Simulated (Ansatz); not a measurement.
In2Se3:
```cif
data_In2Se3
_chemical_formula_sum 'In2 Se3'
_space_group_name_H-M_alt 'P3m1'
_space_group_IT_number 156
_space_group_name_Hall 'P 3 -2"'
_cell_length_a 3.91239
_cell_length_b 3.91239
_cell_length_c 9.79805
_cell_angle_alpha 90.000
_cell_angle_beta 90.000
_cell_angle_gamma 120.000
loop_
_atom_site_label
_atom_site_type_symbol
_atom_site_symmetry_multiplicity
_atom_site_Wyckoff_symbol
_atom_site_fract_x
_atom_site_fract_y
_atom_site_fract_z
_atom_site_occupancy
In1 In 1 a 0.00000 0.00000 0.42651 1
In2 In 1 a 0.00000 0.00000 0.82511 1
Se1 Se 1 c 0.66667 0.33333 0.61593 1
Se2 Se 1 b 0.33333 0.66667 0.28674 1
Se3 Se 1 c 0.66667 0.33333 0.97071 1
```

Relaxed at zero pressure with DFT-r²SCAN+D4 in the program Ansatz with PAW potentials.

The volume is raised by 3 % and shape and atoms relax at that volume. What pressure results, and how do the axes share the change?

-0.6 GPa; a 0.3 %, b 0.3 %, c 2.3 %; the energy rises by 2 meV/atom.

Give the new structure.


Space group P3m1 (No. 156); a = 3.9257 Å, b = 3.9257 Å, c = 10.0235 Å, α = 90.00°, β = 90.00°, γ = 120.00°

| atom | site | symmetry | x | y | z |
|---|---|---|---|---|---|
| In | 1a | 3m. | 0.0000 | 0.0000 | 0.4303 |
| In | 1a | 3m. | 0.0000 | 0.0000 | 0.8214 |
| Se | 1c | 3m. | 0.6667 | 0.3333 | 0.6159 |
| Se | 1b | 3m. | 0.3333 | 0.6667 | 0.2939 |
| Se | 1c | 3m. | 0.6667 | 0.3333 | 0.9635 |

The phase is kept; no other phase was compared at this pressure.

The start of the workflow was typed in or built on a structure type; neither database checked (COD, Materials Project) lists it. COD files the formula under space group No. 160, 166, 169, 170. Whether it is the stable phase at ambient conditions was not checked. Symmetry was held in the r²SCAN+D4 relaxation; its stability against distortions is not shown here.

Potentials: the earlier of the program's two PAW sets.
